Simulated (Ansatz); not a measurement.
**Computed properties of Li4MgNb6O18**

Li₄MgNb₆O₁₈:
```xyz
29
Lattice="5.1660 0.0000 0.0000 -2.5830 4.4739 0.0000 0.0000 0.0000 13.8843" Properties=species:S:1:pos:R:3 pbc="T T T"
Li     2.5830     1.4913     7.7372
Li     0.0000     2.9826     5.3881
Li     0.0000     2.9826    12.2525
Li     0.0000     0.0000    10.0263
Mg     0.0000     0.0000     2.9507
Nb     0.0000     2.9826     2.2797
Nb     2.5830     1.4913     4.6949
Nb     0.0000     0.0000     6.9923
Nb     0.0000     2.9826     9.2853
Nb     2.5830     1.4913    11.6094
Nb     0.0000     0.0000    13.7998
O     -1.6176     3.3294     1.4753
O      1.1091     4.2101     1.4753
O     -0.9133     1.6471     3.7866
O      0.5085     1.4083     1.4753
O     -0.6999     4.4413     3.7866
O      1.6132     2.8593     3.7866
O      3.5191     0.2128     6.0657
O      1.0077     1.3199     6.0657
O      1.6481     3.1939     8.3642
O      3.2222     2.9412     6.0657
O     -0.6411     1.4496     8.3642
O     -1.0071     4.3043     8.3642
O      0.9479     1.7083    10.6589
O     -1.5775     2.7988    10.6589
O      1.6361     0.1550    12.9183
O      0.6296     4.4407    10.6589
O      1.8992     2.9794    12.9183
O      4.2137     1.3394    12.9183
```

Space group P3 (No. 143); conventional cell a = b = 5.166 Å, c = 13.884 Å, α = β = 90.00°, γ = 120.00°.

Method: r²SCAN in the plane-wave PAW code Ansatz. Geometry: relaxed at this level of theory. Other levels are named where they apply.

### Cell and energy

```json
{
 "volume_per_atom": "11.07 Å³",
 "density": "4.64 g/cm³",
 "Formation energy from the elements (no fitted shifts)": "-2.80 eV/atom"
}
```

### Electronic structure

```json
{
  "band_gap": "3.72 eV (indirect)",
  "valence_band_maximum": "on the Γ–A line, 96 % of the way from Γ",
  "conduction_band_minimum": "off the standard path, at k = (-0.115, 0.000, 0.156) in fractions of the reciprocal vectors",
  "smallest_direct_gap_on_the_standard_path": "3.75 eV",
  "electron_effective_mass": "1.3, 2.3, 2.5 mₑ (principal values)",
  "HSE06 gap on the r²SCAN cell": "4.73 eV"
}
```

### Dielectric response

```json
{
  "Electronic dielectric constant ε∞ (DFPT)": "5.03 (xx = yy), 4.79 (zz)",
  "Born charges (a third of the trace)": "Li +1.11 to +1.13, Mg +2.27, Nb +6.42 to +7.39, O -2.81 to -2.64 e"
}
```

### Charges

```json
{
 "bader_charges": "Li +0.91, Mg +1.76, Nb +2.83 to +2.90, O -1.32 to -1.22 e"
}
```

The start of the workflow was typed in or built on a structure type; neither database checked (COD, Materials Project) lists it. Its standing as an ambient phase is unchecked. The r²SCAN relaxation kept the symmetry of its start; its stability against distortions is not shown here. The run is not spin-polarised. The references are the lowest solids computed at this level, not always the standard phases (solids in place of the gases). Scalar-relativistic: spin–orbit coupling is off unless named, which matters more the heavier the elements.

Potentials: the later of the program's two PAW sets.
